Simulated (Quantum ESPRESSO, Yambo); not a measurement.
**Y2CI2: DFT and GW levels**

```
CELL_PARAMETERS angstrom
      3.82966     0.00000     0.00000
     -1.91483     3.31658     0.00000
      0.00000     0.00000    10.36983
ATOMIC_POSITIONS crystal
  C  0.00000 0.00000 0.00000
  Y  0.33333 0.66667 0.12585
  Y  0.66667 0.33333 0.87415
  I  0.33333 0.66667 0.66640
  I  0.66667 0.33333 0.33360
```

Cell and atoms were relaxed with PBE+D3(BJ) from Materials Project entry mp-1206803, within its symmetry.

Starting point: PBEsol (pw.x of Quantum ESPRESSO, ONCV potentials, scalar-relativistic). G0W0 in Yambo: 3×3×1 Γ-centred k mesh, bands 3 to 260 and a 8 Ry block in the screening, 260 bands in G with the Bruneval-Gonze terminator, plasmon pole fitted at 27.2 eV.

```yaml
PBEsol gap along the band path: 0.32 eV
PBEsol gap between the mesh's edge points (Γ → (0, 0.333, 0)): 0.73 eV
G0W0 gap between the same points: 1.60 eV
PBEsol smallest direct gap on the mesh (at (0, 0.333, 0)): 1.22 eV
G0W0 direct gap at that point: 1.87 eV
estimate of the fundamental G0W0 gap (path gap plus the correction; the mesh misses a band edge): 1.19 eV
```

| k point | band | E PBEsol (eV) | E QP (eV) | shift (eV) | Z |
|---|---|---|---|---|---|
| Γ | VB | 0.00 | -0.51 | -0.51 | 0.79 |
| Γ | CB | 2.29 | 2.82 | 0.54 | 0.79 |
| (0, 0.333, 0) | VB | -0.49 | -0.79 | -0.30 | 0.77 |
| (0, 0.333, 0) | CB | 0.73 | 1.09 | 0.36 | 0.80 |
| K | VB | -0.52 | -0.75 | -0.23 | 0.77 |
| K | CB | 2.22 | 2.57 | 0.35 | 0.80 |

Energies count from the PBEsol valence-band maximum.

Nearest settings tried, and what they do to the gap: 163 bands in W, 163 bands in G: -7 meV; 7 Ry block (263 vectors against 371): -45 meV. Not varied: mesh. So the settings aren't converged at that level. The k mesh is coarse.

Spin-orbit coupling is left out, which matters for elements this heavy: edges can move by tenths of an eV.

The structure is a Materials Project entry; no match was found in the copy of COD used, and its stability was not checked.
